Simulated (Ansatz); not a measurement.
Ag3P11:
```yaml
crystal:
  lattice:
    - [6.46007, 3.76395, 0.00000]
    - [-6.46007, 3.76395, 0.00000]
    - [-3.16050, 0.00000, 5.69975]
  atoms:
    - { symbol: Ag, position: [0.29324, 0.70676, 0.03412] }
    - { symbol: Ag, position: [0.58991, 0.41009, 0.80084] }
    - { symbol: Ag, position: [0.99788, 0.00212, 0.00345] }
    - { symbol: P, position: [0.81016, 0.18984, 0.03751] }
    - { symbol: P, position: [0.48899, 0.51101, 0.04429] }
    - { symbol: P, position: [0.08405, 0.91595, 0.73514] }
    - { symbol: P, position: [0.77548, 0.73264, 0.53305] }
    - { symbol: P, position: [0.26736, 0.22452, 0.53305] }
    - { symbol: P, position: [0.91320, 0.38689, 0.50818] }
    - { symbol: P, position: [0.61311, 0.08680, 0.50818] }
    - { symbol: P, position: [0.05663, 0.39238, 0.26972] }
    - { symbol: P, position: [0.60762, 0.94337, 0.26972] }
    - { symbol: P, position: [0.81015, 0.65178, 0.26158] }
    - { symbol: P, position: [0.34822, 0.18985, 0.26158] }
```

Relaxed with PBEsol. Special points in fractions of this cell's reciprocal vectors: Γ (0.000, 0.000, 0.000); C (0.361, 0.361, 0.000); C2 (-0.361, 0.639, 0.000); Y2 (-0.500, 0.500, 0.000); M2 (-0.500, 0.500, 0.500); D (-0.254, 0.746, 0.500); D2 (0.254, 0.254, 0.500); A (0.000, 0.000, 0.500); L2 (0.000, 0.500, 0.500); V2 (0.000, 0.500, 0.000).

Problem. List the band energies nearest the valence-band maximum at these points for the program Ansatz at the PBEsol level (PAW).

Solution. In eV from the valence-band maximum; about four levels below and three above (degenerate sets whole), none deeper than 8.9 eV; points with the same levels are listed once.

| k | below | above |
|---|---|---|
| Γ | -1.05 -0.71 -0.47 0.00 | 1.10 1.14 1.26 |
| C | -1.90 -1.77 -1.18 -0.55 | 1.40 1.54 1.77 |
| Y2 | -1.83 -1.45 -1.07 -0.40 | 1.33 1.59 1.64 |
| M2 | -1.26 -1.12 -0.55 -0.44 | 0.85 1.05 1.12 |
| D | -2.03 -1.51 -1.41 -0.77 | 0.92 1.23 1.55 |
| A | -1.57 -1.18 -0.88 -0.63 | 1.19 1.29 1.37 |
| L2 | -1.87 -1.49 -1.37 -0.82 | 0.74 1.12 1.70 |
| V2 | -1.66 -1.25 -0.97 -0.67 | 1.35 1.37 1.77 |

Space group Cm. The workflow started from a Materials Project entry (that database holds measured and hypothetical structures alike); the Crystallography Open Database files this formula in space group No. 8, but the cells were not matched. Its standing as an ambient phase is unchecked. Symmetry was held in the PBEsol relaxation; its stability against distortions is not shown here. The run is not spin-polarised. Spin–orbit coupling is left out wherever it is not named.

Potentials: the later of the program's two PAW sets.
